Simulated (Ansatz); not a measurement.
input.yaml (Ansatz)

```yaml
crystal:
  lattice:
    - [-2.2592229202, 2.2592229202, 1.2335357144]
    - [2.2592229202, -2.2592229202, 1.2335357144]
    - [2.2592229202, 2.2592229202, -1.2335357144]
  atoms:
    - { symbol: Cr, position: [0.0, 0.0, 0.0], spin: 1.5 }
    - { symbol: Cr, position: [0.75, 0.25, 0.5], spin: -1.5 }
hamiltonian:
  xc: mr2scan
  pseudopotentials:
    kind: paw
    azcp:
      Cr: "pseudopotentials/Cr.paw.azcp"
basis:
  ecutwfc: 500
  fft_grid_basis: typed
kpoints:
  mp_grid: { grid: [14, 14, 10], shift: [0, 0, 0] }
magnetization:
  spin_polarized: true
scf:
  occupations: { method: fermi_dirac, width: 0.05 }
relax:
  max_steps: 60
  f_tol: 0.01
  cell: {}
```

Output

```
Warning: crystal.symmetry: narrowed to the stabiliser of the k-point mesh — unitary ops 8 → 2; excluded 6 operations that carry a point of the 14×14×10 mesh (shift [0, 0, 0]) off the mesh (the run samples exactly the mesh kpoints.mp_grid names, as under crystal.symmetry.detect: false, and its converged state has the mesh's symmetry, not the crystal's; ε∞, the Born charges and the force constants of a linear response (`dielectric:` by the response, `phonons.method: dfpt`) are averaged over those of the crystal's operations that the state keeps within a tolerance, where `mesh_tensors`, `unaveraged_element` or `gamma_mean_max_change_ev_ang2` stands beside them; a row that `dielectric.field_direction` solves alone is averaged likewise, with nothing beside; a Γ-centred mesh of equal divisions is mapped onto itself by every operation and keeps the whole group, as does a half-shifted one under kpoints.further_shifts: images)
Engine: ansatz 0.2.0, aarch64-unknown-linux-gnu
Pseudopotentials: kind: paw
Pseudopotential: Cr, paw, valence charge 14, recommended cutoff 500 eV (meta_gga) 
Functional definition: m-r2SCAN
  exchange = m_r2scan_x
  correlation = m_r2scan_c
Crystal: 2 atoms, lattice volume = 25.184 Å³
Basis set: ecut = 500 eV, 633 PW (Γ), exchange–correlation on 100×100×100 points (64 copies of the dense FFT grid, shifted against one another)
Bands: 20, of which v1, the nominal top of the filled ones, is band 14 counted from 1 (13 counted from 0)
Symmetry: 2 space group operations
k-points: 534 of 1960 (time reversal used)
Non-local potential: Cr, projectors of the file, l = 0: 3, l = 1: 2, l = 2: 3, l = 3: 1
PAW form: soft (Blöchl's): semilocal exchange-correlation on the pseudo side does not see the compensation charge
PAW frozen core: Cr, regenerated for the run's functional (the file was generated under x = pbe(κ = 0.804, μ = 0.2195149727645171), c = pbe(β = 0.06672455060314922))
PAW one-centre angular grid: Cr, 590 points (default); XC on 160 Gauss nodes
Initial density: superposition of atomic densities (chi_scale 0.1, normalization cell)
Starting moments: Σ|m| = 3 μB on 2 of 2 sites
Initial wavefunctions: pseudopotential atomic-orbital guess
Functional: x = mr2scan, c = mr2scan; τ floored in thin density (d = 2e-4 eV/Å³)
SCF iter   1: F=—  HF=-6766.218010 eV  |F-HF|=—  |Δ(HF+E_count)|=         —  Δρ=9.85e-2 (↑9.85e-2 ↓9.85e-2)  dr2=7.46e0  dr2_τ=3.26e-2  dr2_m=1.78e-1  M=-0.000 μB ∫|m|=2.034 μB  β_m=0.30  ethr=3.10e-3  ⟨swp⟩=3.7  Hψ=75881  notcnv=0  defer=6
Mixer restart at iter 1: flushing history
SCF iter   2: F=—  HF=-6763.555514 eV  |F-HF|=—  |Δ(HF+E_count)|=    2.66e0  Δρ=5.34e-2 (↑5.34e-2 ↓5.34e-2)  dr2=2.26e0  dr2_τ=2.51e-2  dr2_m=5.81e-2  M=-0.000 μB ∫|m|=2.073 μB  β_m=0.30  ethr=3.10e-3  ⟨swp⟩=2.2  Hψ=46850  notcnv=0  defer=416  κ⁻¹=1.0e0(r=1)
SCF iter   3: F=—  HF=-6763.085005 eV  |F-HF|=—  |Δ(HF+E_count)|=   4.71e-1  Δρ=1.88e-2 (↑1.88e-2 ↓1.88e-2)  dr2=1.34e-1  dr2_τ=4.64e-3  dr2_m=1.88e-2  M=0.000 μB ∫|m|=1.954 μB  β_m=0.30  ethr=3.10e-3  ⟨swp⟩=2.3  Hψ=43571  notcnv=0  defer=392  κ⁻¹=1.6e-2(r=2)
SCF iter   4: F=—  HF=-6763.408811 eV  |F-HF|=—  |Δ(HF+E_count)|=         —  Δρ=6.22e-2 (↑6.22e-2 ↓6.22e-2)  dr2=3.67e-2  dr2_τ=2.74e-2  dr2_m=8.68e-1  M=-0.000 μB ∫|m|=0.705 μB  β_m=0.30  ethr=4.79e-4  ⟨swp⟩=2.4  Hψ=36140  notcnv=0  defer=288
Mixer restart at iter 4: flushing history
SCF iter   5: F=—  HF=-6763.346688 eV  |F-HF|=—  |Δ(HF+E_count)|=   6.21e-2  Δρ=4.55e-2 (↑4.55e-2 ↓4.55e-2)  dr2=1.74e-2  dr2_τ=9.40e-3  dr2_m=4.64e-1  M=-0.000 μB ∫|m|=0.663 μB  β_m=0.30  ethr=1.31e-4  ⟨swp⟩=2.3  Hψ=31773  notcnv=0  defer=288  κ⁻¹=1.0e0(r=1)
SCF iter   6: F=—  HF=-6763.329988 eV  |F-HF|=—  |Δ(HF+E_count)|=   1.67e-2  Δρ=1.49e-2 (↑1.49e-2 ↓1.49e-2)  dr2=1.28e-3  dr2_τ=1.58e-3  dr2_m=5.09e-2  M=0.000 μB ∫|m|=0.246 μB  β_m=0.30  ethr=6.23e-5  ⟨swp⟩=2.4  Hψ=43152  notcnv=0  defer=288  κ⁻¹=7.2e-3(r=2)
SCF iter   7: F=—  HF=-6763.326659 eV  |F-HF|=—  |Δ(HF+E_count)|=   3.33e-3  Δρ=5.09e-3 (↑5.09e-3 ↓5.09e-3)  dr2=2.51e-3  dr2_τ=1.89e-4  dr2_m=5.14e-3  M=-0.000 μB ∫|m|=0.133 μB  β_m=0.30  ethr=4.56e-6  ⟨swp⟩=2.1  Hψ=47024  notcnv=0  defer=188  κ⁻¹=9.9e-4(r=3)
...
SCF iter  12: F=-6764.465587 eV  HF=-6764.465587 eV  |F-HF|=1.64e-11  |Δ(HF+E_count)|=  1.32e-10  Δρ=2.56e-7 (↑2.56e-7 ↓2.56e-7)  dr2=6.26e-12  dr2_τ=1.00e-12  dr2_m=8.29e-12  M=-0.000 μB ∫|m|=0.000 μB  ethr=1.00e-12  ⟨swp⟩=1.0  Hψ=54048  notcnv=0
the starting moments were not kept: the SCF closed with an absolute magnetisation of 2.5e-6 μB, where they sum to 3 μB in size (2 sites). That is at most 0.1 of that sum. Measured as dr2_m measures the in/out step, that magnetisation stands 2.1e-12 eV from none, at or under the dr2_threshold of 2.0e-7 eV: it is no larger than a step whose dr2_m would equal this threshold.
SCF 10 converged in 12 iterations: F = -6764.465587 eV  dr2 = 6.26e-12
relax step  10: F+E_penalty+E_count = -6764.46558707 eV  Δ(F+E_penalty+E_count) = -1.001e-2 eV  max|allowed force component| = 1.835e-4 eV/Å  Δτ_max = 0.0009 Å  P = -0.066 GPa  Ω = 23.015 Å³  energy of the carried Pulay correction = +1.136e-3 eV  (12 SCF iters, dr2 threshold 2.00e-7 eV, accepted)
Crystal: 2 atoms, lattice volume = 23.004 Å³
iter 1 solved again at ethr=2.55e-8 eV; its pass at ethr=3.10e-3 eV (dr2=7.15e-6 eV) is discarded
SCF iter   1: F=—  HF=-6764.465555 eV  |F-HF|=—  |Δ(HF+E_count)|=         —  Δρ=1.97e-4 (↑1.97e-4 ↓1.97e-4)  dr2=8.06e-6  dr2_τ=1.88e-5  dr2_m=4.77e-6  M=0.000 μB ∫|m|=0.001 μB  β_m=0.30  ethr=2.55e-8  ⟨swp⟩=2.8  Hψ=108202  notcnv=0
Step cancelled. What follows is not a result of the run: it is the report of the last solve that finished, which converged after 12 SCF iterations.
Magnetization: -0.0000 μB (14.0000 up, 14.0000 down)
Absolute magnetization: 0.0000 μB (∫|ρ↑−ρ↓|, with the PAW one-centre terms)
Spin contamination: 0.0000 ħ² per cell (⟨S²⟩ above its minimum at these occupations)
Per-site moments (μB) at R_I (Å): [(7.127683177315289e-7, 0.9771891560306749), (-7.132758810790991e-7, 0.9771891560306749)]
Free energy (F): -6764.465587 eV
Harris-Foulkes:  -6764.465587 eV  (|F-HF|=1.64e-11)
Internal energy: -6764.454565 eV  (E = F + TS)
E sigma→0 (E₀):  -6764.460076 eV
Entropy (-TS):   -0.011022 eV (-5.511 meV/atom)
Fermi energy:    19.284319 eV
--- Per-component energies (eV) ---
  E_band       = -320.903974
  E_kinetic    = 688.603401
  E_local      = -2359.135354  (includes V_loc(G=0)·N_el)
  E_nonlocal   = 158.204929
  E_hartree    = 1031.343808
  E_xc         = -276.204955
  E_vxc        = -401.999035  (∫ρ·V_xc dr)
  E_paw        = -2405.079816  (= ΣΔE_a)
  E_vpaw       = -494.656024  (= ΣTr[D̂ρ^β])
  E_aug_tail   = 0.000611  (compensation charges beyond the density's cutoff)
  E_vtau       = 25.389912  (kinetic-family band-sum trace: ∫τ·v_τ [+ j·A + Jᵃ·Aᵃ] dr)
  E_ewald      = -3601.642533
  E_core_change = -0.544655  (= ΣΔE_core)
  E_smearing   = -0.011022  (= −TS)
  E_closure    = 0.000000  (closes the sum)
  Σ components = -6764.465587   (vs F -6764.465587, Δ=0.00e0)
--- Forces (eV/Å), atoms counted from 1 ---
  atom   1  Cr    -0.00018354     0.00018354    -0.00000000
  atom   2  Cr     0.00018354    -0.00018354     0.00000000
  max |Σ_I F_I| component: 1.13e-9 eV/Å
--- Stress (GPa, compression-positive) ---
       -0.175778       0.337935      -0.041781
        0.337935      -0.175778      -0.041781
       -0.041781      -0.041781      -0.118949
  P = ⅓ Tr σ = -0.1568 GPa (-1.568 kbar)
--- Band table (eV; the first three rows and the last of 1068) ---
  k-point 0 ↑: bands = ["-55.3000", "-55.0337", "-25.8306", "-25.1991", "-24.8890", "-24.7750", "-24.7693", "-24.6826", "11.0405", "14.8734", "17.3304", "17.5340", "18.2786", "19.9921", "20.2467", "20.2539", "20.7986", "21.0801", "21.1224", "22.0881"]
  k-point 1 ↑: bands = ["-55.2936", "-55.0403", "-25.8036", "-25.1930", "-24.9016", "-24.7699", "-24.7680", "-24.7119", "11.1606", "14.8720", "17.3326", "17.5161", "18.3316", "19.8443", "20.2596", "20.3298", "20.4820", "20.9998", "21.1531", "22.0578"]
  k-point 2 ↑: bands = ["-55.2750", "-55.0595", "-25.7248", "-25.1752", "-24.9332", "-24.7966", "-24.7643", "-24.7601", "11.5128", "14.8349", "17.3539", "17.4739", "18.4900", "19.5244", "19.6640", "20.3755", "20.4422", "20.7631", "21.2419", "21.9874"]
  k-point 533 ↓: bands = ["-55.1099", "-55.1099", "-25.7716", "-25.7716", "-24.8897", "-24.8896", "-24.8273", "-24.8273", "14.8078", "14.8078", "16.6035", "16.6035", "19.7052", "19.7052", "20.8789", "20.8789", "21.7214", "21.7214", "22.0227", "22.0227"]
End of that report.
Error: SIGTERM received: cancelled by the caller after 1 completed SCF iterations
```

The calculation hadn't finished when its time ran out.
